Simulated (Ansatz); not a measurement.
Relaxed-ion elastic tensor of Mg2Sn in space group P6_3/mmc (No. 194; Mg on 2a, Mg on 2d, Sn on 2c) in GPa (Voigt order), DFT-LDA in the program Ansatz with PAW potentials; density 4.28 g/cm³, 21.64 Å³ per atom.

```
      1     2     3    4    5     6
-  ----  ----  ----  ---  ---  ----
1  69.7  47.6  32.6  0.0  0.0   0.0
2  47.6  69.7  32.6  0.0  0.0   0.0
3  32.6  32.6  79.8  0.0  0.0   0.0
4   0.0   0.0   0.0  3.9  0.0   0.0
5   0.0   0.0   0.0  0.0  3.9   0.0
6   0.0   0.0   0.0  0.0  0.0  11.0
```

### Question
Is the crystal mechanically stable?

### Answer
Yes: the smallest eigenvalue of C is 3.9 GPa.

### Question
Work out the Voigt, Reuss and Hill averages.

### Answer
K_V = 49.4, K_R = 49.4, K_H = 49.4; G_V = 10.9, G_R = 6.8, G_H = 8.8 GPa.

### Question
Give Young's modulus, Poisson's ratio, Pugh's ratio and the universal anisotropy index.

### Answer
E = 9KG/(3K + G) = 24.9 GPa; ν = 0.42; K/G = 5.61 (ductile by the Pugh limit of 1.75); A_U = 5G_V/G_R + K_V/K_R − 6 = 3.02.

### Question
Estimate the sound speeds and the Debye temperature.

### Answer
v_l = √((K + 4G/3)/ρ) = 3780 m/s, v_t = √(G/ρ) = 1430 m/s, mean 1630 m/s; Θ = (h/k)(3n/4πV)^(1/3) v_m = 174 K.

### Question
Solve the Christoffel equation for the three sound speeds along x, y, z.

### Answer
Eigenvalues of C_ijkl n_j n_l equal ρv². In km/s, slowest first: x 0.95, 1.61, 4.04; y 0.95, 1.61, 4.04; z 0.95, 0.95, 4.32.

### Question
How much does each axis shrink under pressure?

### Answer
Linear compressibilities β_i = Σ_j S_ij (j = 1 to 3): x 6.5, y 6.5, z 7.2 per TPa.

The workflow started from a Materials Project entry (that database holds measured and hypothetical structures alike); the Crystallography Open Database copy checked does not list it. COD files the formula under space group No. 225, 227, so this cell is another polymorph or a model. With Mg and Sn taken as one species the cell has the higher symmetry P6/mmm, so it may be an ordered model of a mixed-site phase. Whether it is the stable phase at ambient conditions was not checked. The LDA relaxation kept the symmetry of its start; of distortions, only those at the zone centre were tested. As this level gives no gap, shear constants depend on the k-mesh and smearing (Fermi–Dirac, 0.1 eV here). Scalar-relativistic: spin–orbit coupling is off unless named, which matters more the heavier the elements.

Potentials: the later of the program's two PAW sets.
